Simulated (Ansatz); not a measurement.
# Relaxing a structure of La

The start is a relaxed La cell displaced along its unstable phonon at q = (½, ½, 0) of its primitive reciprocal cell (43i cm⁻¹), largest move 0.15 Å. The structure is fully relaxed (lattice and positions, P = 0) with PBE (plane waves to 420 eV, PAW, scalar-relativistic; Ansatz, a first-principles code). The first steps use a coarse 10×10×10 k-mesh.

The start:
```
La
1.0
    6.63925     0.00000     0.00000
    3.31962     3.31962     0.00000
    0.00000     0.00000     3.31962
La
2
Direct
  0.00000   0.00000   0.04519
  0.50000   0.00000   0.95481
```

Q: How does the volume change?

A: +1.2 %, from 36.58 to 37.04 Å³/atom.

Q: Does it find its way back to the structure it was made from?

A: It does not go back: it reaches I4/mmm (No. 139), AFLOW prototype A_tI2_139_a (A_a), 0.41 eV/atom below the parent.

Q: What band gap does the relaxed structure have at this level?

A: No gap (metallic).

Q: What does it relax into? Give the structure.

A: 
```cif
data_La2
_chemical_formula_sum 'La2'
_space_group_name_H-M_alt 'I4/mmm'
_space_group_IT_number 139
_space_group_name_Hall '-I 4 2'
_cell_length_a 4.44527
_cell_length_b 4.44527
_cell_length_c 3.74868
_cell_angle_alpha 90.000
_cell_angle_beta 90.000
_cell_angle_gamma 90.000
loop_
_atom_site_label
_atom_site_type_symbol
_atom_site_symmetry_multiplicity
_atom_site_Wyckoff_symbol
_atom_site_fract_x
_atom_site_fract_y
_atom_site_fract_z
_atom_site_occupancy
La1 La 2 a 0.00000 0.00000 0.00000 1
```
(The calculation used a cell of 1 atom; values per cell refer to that cell.)

Final values are on a 16×16×16 k-mesh of the relaxed cell. No spin polarisation in the result.

The run could not lose the symmetry of its start: the end is stationary, and may be a saddle point rather than a minimum.

The relaxed structure here is a generated cell of La: the first start was made by placing the elements on the sites of a structure type, and the end was not matched to a known phase here, so it may be hypothetical. Known forms of La include space group No. 194.
